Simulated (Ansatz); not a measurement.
A relaxed cell of P (Pm-3m (No. 221)), relaxed on a k-mesh at least as fine as the one used below. The numbers are results of r2SCAN (plane waves to 500 eV, PAW, scalar-relativistic; Ansatz, an electronic-structure program), not measurements. Γ-centred k-mesh 13×13×13 on the run's cell (coarser than for final values), Fermi–Dirac smearing 0.05 eV.

```
CELL_PARAMETERS angstrom
      4.87291     0.00000     0.00000
      2.43645     2.43645     0.00000
      2.43645     0.00000     2.43645
ATOMIC_POSITIONS crystal
  P  0.00000 0.00000 0.00000
  P  0.50000 0.00000 0.00000
```

The atoms are displaced along an unstable phonon of this cell by (Å):

```
atom     ux     uy      uz
----  -----  -----  ------
P1    0.000  0.000  -0.150
P2    0.000  0.000   0.150
```

### Question
What forces (eV/Å) and pressure result?

### Answer
| atom | Fx | Fy | Fz |
|---|---|---|---|
| P1 | 0.00 | 0.00 | 1.13 |
| P2 | 0.00 | 0.00 | -1.13 |

Pressure +7.9 GPa.

The undisplaced cell is probably no minimum: from this displacement the run went on to I4/mmm (No. 139), 0.03 eV/atom below it.

No spin polarisation in the result. The relaxed primitive cell holds an odd number of electrons. A magnetic state may lie lower.

The relaxed structure has the type that P is known to take under pressure; here it was relaxed at zero pressure, from a generated start.
